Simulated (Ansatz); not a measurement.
# BiB: computed property card

BiB:
```xyz
2
Lattice="0.0000 2.7450 2.7450 2.7450 0.0000 2.7450 2.7450 2.7450 0.0000" Properties=species:S:1:pos:R:3 pbc="T T T"
Bi     4.1175     4.1175     4.1175
B      0.0000     0.0000     0.0000
```

Space group F-43m (No. 216), zinc blende; conventional cell a = 5.4900 Å, b = 5.4900 Å, c = 5.4900 Å, α = 90.00°, β = 90.00°, γ = 90.00°.

Method: r²SCAN in the plane-wave PAW code Ansatz. Structure relaxed to zero pressure with the same functional. Other levels are named where they apply.

**Cell and energy**

```
Property                                                            Value
-----------------------------------------------------  ------------------
Volume per atom                                                  20.68 Å³
Density                                                        8.82 g/cm³
Formation energy from the elements (no fitted shifts)  74 kJ/mol of atoms
```

**Electronic structure**

```
Property                                                                                                               Value
--------------------------------------------------------------  ------------------------------------------------------------
Band gap                                                                                                    0.39 eV (direct)
Valence-band maximum                                                                                                    at Γ
Conduction-band minimum                                                                                                 at Γ
Electron effective mass                                                                                 0.025 mₑ (isotropic)
Electron effective mass with spin–orbit coupling                                                        0.018 mₑ (isotropic)
Weight of the conduction-edge state by species (Voronoi cells)                                               B 64 %, Bi 36 %
Hole effective mass, band 1 of 3 at the edge                        0.21 along [100], 1.4 along [110], 0.48 along [111] (mₑ)
Hole effective mass, band 2 of 3 at the edge                       0.21 along [100], 0.21 along [110], 0.48 along [111] (mₑ)
Hole effective mass, band 3 of 3 at the edge                    0.024 along [100], 0.022 along [110], 0.022 along [111] (mₑ)
Weight of the valence-edge state by species (Voronoi cells)                                                  B 69 %, Bi 31 %
HSE06 gap on the r²SCAN cell                                                                                         0.89 eV
Gap with spin–orbit coupling                                                                                         0.18 eV
Z2 indices of the occupied bands with spin–orbit coupling                                                            0;(000)
```

**Mechanics**

```
Item                                                                                         Result
-----------------------------------------------------------  --------------------------------------
Bulk modulus (Birch–Murnaghan fit)                                                         79.5 GPa
Pressure derivative B′                                                                          4.7
Elastic constants (relaxed ions, GPa)                             C11 = 147, C12 = 46.8, C44 = 80.5
Mechanical stability                                         stable (all eigenvalues of C positive)
Hill bulk and shear moduli                                                        80.2 and 66.6 GPa
Young's modulus                                                                             156 GPa
Poisson's ratio                                                                                0.17
Debye temperature from the elastic constants                                                  328 K
Piezoelectric stress constants (proper, relaxed ions, C/m²)                  e14 = e25 = e36 = 0.17
```

**Phonons**

```
Quantity                                                            Result
--------------------------------------------------  ----------------------
Highest zone-centre frequency (without LO–TO term)                66.2 meV
Zone-centre stability                               no imaginary mode at Γ
```

**Charges**

```
Item                        Result
-------------  -------------------
Bader charges  Bi +0.40, B -0.40 e
```

The cell is a constructed one: a structure type filled with these elements; neither database checked (COD, Materials Project) lists it. Its standing as an ambient phase is unchecked. The r²SCAN relaxation kept the symmetry of its start. The references are the lowest solids computed at this level, not always the standard phases. Scalar-relativistic: spin–orbit coupling is off unless named, which matters more the heavier the elements.

Potentials: the later of the program's two PAW sets.
